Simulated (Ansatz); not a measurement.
The relaxation started from an entry of Materials Project.

A relaxed structure of Rb2AgSbCl6. Level of theory: r2SCAN (plane waves to 500 eV, PAW, scalar-relativistic; Ansatz, a quantum-chemistry and plane-wave program).

```
CELL_PARAMETERS angstrom
      0.00000     5.31423     5.31423
      5.31423     0.00000     5.31423
      5.31423     5.31423     0.00000
ATOMIC_POSITIONS crystal
  Rb 0.75000 0.75000 0.75000
  Rb 0.25000 0.25000 0.25000
  Ag 0.50000 0.50000 0.50000
  Sb 0.00000 0.00000 0.00000
  Cl 0.75140 0.24860 0.24860
  Cl 0.24860 0.75140 0.75140
  Cl 0.24860 0.75140 0.24860
  Cl 0.75140 0.24860 0.75140
  Cl 0.24860 0.24860 0.75140
  Cl 0.75140 0.75140 0.24860
```

Determine the symmetry and give the standard cell with its independent sites.

Space group Fm-3m (No. 225); a = 10.628 Å, b = 10.628 Å, c = 10.628 Å, α = 90.00°, β = 90.00°, γ = 90.00°

```
atom  site  symmetry       x       y       z
----  ----  --------  ------  ------  ------
Rb      8c      -43m  0.2500  0.2500  0.2500
Ag      4b      m-3m  0.5000  0.5000  0.5000
Sb      4a      m-3m  0.0000  0.0000  0.0000
Cl     24e      4m.m  0.0000  0.0000  0.2486
```

Give the shortest distances between elements (the closest pairs, up to four, under 3.6 Å).

Cl–Sb 2.64 Å; Ag–Cl 2.67 Å.

| Item | Value |
|---|---|
| Volume per atom | 30.02 Å³ |
| Band gap | 1.60 eV, indirect (valence top at X, conduction bottom at L) (no spin-orbit coupling) |
| Smallest direct gap | 2.70 eV at k = (0.1667, 0.3333, -0.3333) |

No spin polarisation in the result. Spin-orbit coupling is missing; with elements this heavy it can move band edges by tenths of an eV or more.

The run could not lose the symmetry of its start.
